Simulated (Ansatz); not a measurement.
BeS:
```
BeS
1.0
    0.00000     2.43797     2.43797
    2.43797     0.00000     2.43797
    2.43797     2.43797     0.00000
S Be
1 1
Direct
  0.75000   0.75000   0.75000
  0.00000   0.00000   0.00000
```

Relaxed with PBE. Special points in fractions of this cell's reciprocal vectors: Γ (0.000, 0.000, 0.000); X (0.500, 0.000, 0.500); U (0.625, 0.250, 0.625); K (0.375, 0.375, 0.750); L (0.500, 0.500, 0.500); W (0.500, 0.250, 0.750).

### Question
List the band energies nearest the valence-band maximum at these points for PBE in the plane-wave PAW code Ansatz.

### Answer
In eV from the valence-band maximum; about four levels below and three above (degenerate sets whole), none deeper than 8.9 eV; points with the same levels are listed once.

| k | below | above |
|---|---|---|
| Γ | 0.00 0.00 0.00 | 5.66 5.66 5.66 |
| X | -4.94 -2.59 -2.59 | 3.15 4.91 12.60 12.60 |
| U | -4.48 -4.01 -2.14 | 4.37 7.46 10.44 |
| L | -5.68 -1.01 -1.01 | 5.41 6.54 6.54 |
| W | -4.19 -3.78 -3.27 | 6.45 8.07 8.37 |

Space group F-43m (zinc blende). Symmetry was held in the PBE relaxation; phonons on a q-mesh show no instability.

Potentials: the later of the program's two PAW sets.
